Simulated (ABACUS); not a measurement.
Consider a self-consistent single point of TiSi2 (Fddd, 6 atoms in the cell; from Materials Project mp-2582, changed as shown).

```yaml
crystal:
  lattice:
    - [0.00000, 4.03517, 4.17764]
    - [2.34172, 0.00000, 4.17764]
    - [2.34172, 4.03517, 0.00000]
  atoms:
    - { symbol: Ti, position: [0.50000, 0.50000, 0.50000] }
    - { symbol: Ti, position: [0.75000, 0.75000, 0.75000] }
    - { symbol: Si, position: [0.83743, 0.16257, 0.83743] }
    - { symbol: Si, position: [0.16257, 0.83743, 0.16257] }
    - { symbol: Si, position: [0.41257, 0.08743, 0.41257] }
    - { symbol: Si, position: [0.08743, 0.41257, 0.08743] }
```

Method: PBEsol, numerical atomic orbitals DZP (confined pseudo-atomic orbitals with Gaussian additions; energy shift 0.003 Ry), PseudoDojo 0.4 standard norm-conserving PBEsol (tails mended) pseudopotentials run with ABACUS.

ABACUS settings:

```
key                                                                      value
---------------  -------------------------------------------------------------
basis                     DZP numerical atomic orbitals, energy shift 0.003 Ry
KPT                                                          Gamma 8 8 8 0 0 0
basis_type                                                                lcao
ecutwfc                                                                 100 Ry
smearing_method                                                             fd
smearing_sigma                                                   0.00734986 Ry
potentials       PseudoDojo 0.4 standard norm-conserving PBEsol (tails mended)
symmetry                                                                     1
ks_solver                                                              genelpa
scf_nmax                                                                   100
scf_thr                                                                1.0e-06
mixing_type                                                              pulay
```

Problem. Estimate, at this level of theory: pressure and largest force (vector length).

Solution. The run gave:

- Pressure: 8.78 GPa
- Largest force (vector length): 0.107 eV/Å

For comparison: a first run was changed to give this one (lattice scaled by 0.98), and from it to this one the free energy goes up by 17.4 meV/atom and the pressure goes from -1.43 to 8.78 GPa.

The atom-centred basis is finite, which shifts total energies, pressures and forces against plane waves. The structure comes from a collection of computed structures, made at another level of theory; the collection holds predicted forms beside known ones.

Cost on one core: about 2.3 core-minutes (a rough figure).

The atomic orbitals were generated for these runs; they are not ABACUS's published sets and were checked against plane waves on a few crystals only.

“Tails mended”: in these copies of the files the far tail of each local potential was reset to the Coulomb form.
